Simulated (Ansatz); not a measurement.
The relaxed structure here is a generated cell of SnO2: the first start was made by placing the elements on the sites of a structure type, and the end was not matched to a known phase here, so it may be hypothetical. Known forms of SnO2 include space group No. 136.

A relaxed cell of SnO2 (P4₂/nmc (No. 137)), relaxed on a k-mesh at least as fine as the one used below. All values below come from r2SCAN (plane waves to 500 eV, PAW, scalar-relativistic; Ansatz, an electronic-structure program). Γ-centred k-mesh 7×4×4 on the run's cell (coarser than for final values), Fermi–Dirac smearing 0.05 eV.

```
CELL_PARAMETERS angstrom
      3.54826     0.00000     0.00000
      0.00000     7.09653     0.00000
      0.00000     0.00000     5.43134
ATOMIC_POSITIONS crystal
  Sn 0.00000 0.00000 0.00000
  Sn 0.00000 0.50000 0.00000
  Sn 0.50000 0.25000 0.50000
  Sn 0.50000 0.75000 0.50000
  O  0.00000 0.25000 0.17679
  O  0.00000 0.75000 0.17679
  O  0.00000 0.25000 0.67679
  O  0.00000 0.75000 0.67679
  O  0.50000 0.00000 0.32321
  O  0.50000 0.50000 0.32321
  O  0.50000 0.00000 0.82321
  O  0.50000 0.50000 0.82321
```

The atoms are displaced by (Å):

```json
[
 {"atom": "Sn1", "ux": "0.024", "uy": "-0.077", "uz": "0.071"},
 {"atom": "Sn2", "ux": "-0.014", "uy": "-0.048", "uz": "0.024"},
 {"atom": "Sn3", "ux": "0.017", "uy": "-0.013", "uz": "0.040"},
 {"atom": "Sn4", "ux": "-0.107", "uy": "0.026", "uz": "0.036"},
 {"atom": "O5", "ux": "-0.002", "uy": "-0.031", "uz": "-0.019"},
 {"atom": "O6", "ux": "0.040", "uy": "-0.071", "uz": "-0.041"},
 {"atom": "O7", "ux": "-0.007", "uy": "-0.105", "uz": "0.038"},
 {"atom": "O8", "ux": "-0.157", "uy": "-0.050", "uz": "0.003"},
 {"atom": "O9", "ux": "-0.046", "uy": "-0.056", "uz": "-0.028"},
 {"atom": "O10", "ux": "0.067", "uy": "0.037", "uz": "0.039"},
 {"atom": "O11", "ux": "0.006", "uy": "-0.003", "uz": "0.043"},
 {"atom": "O12", "ux": "-0.056", "uy": "0.009", "uz": "-0.042"}
]
```

What forces (eV/Å) and pressure result?


| atom | Fx | Fy | Fz |
|---|---|---|---|
| Sn1 | -0.32 | 0.75 | -0.86 |
| Sn2 | -0.75 | 0.02 | -0.68 |
| Sn3 | -0.40 | 0.27 | -0.22 |
| Sn4 | -1.00 | -0.99 | 0.44 |
| O5 | -0.07 | -0.16 | 0.71 |
| O6 | 0.11 | 0.32 | 0.70 |
| O7 | 0.31 | 0.33 | -0.55 |
| O8 | 2.02 | 0.42 | -0.05 |
| O9 | 0.17 | 1.02 | 0.32 |
| O10 | -0.24 | -1.18 | -0.29 |
| O11 | -0.22 | -0.27 | -0.20 |
| O12 | 0.38 | -0.53 | 0.66 |

Pressure +1.0 GPa.

Estimate the energy cost of the displacement in the harmonic approximation and compare with the calculation.

For a harmonic well ΔE = −½ Σ F·u = 0.357 eV a cell, or 30 meV/atom. The calculated energy relative to the undisplaced cell is +30 meV/atom, so the harmonic estimate holds well.

The undisplaced cell is probably no minimum: from this displacement the run went on to C2/c (No. 15), 25 meV/atom below it.

No spin polarisation in the result.
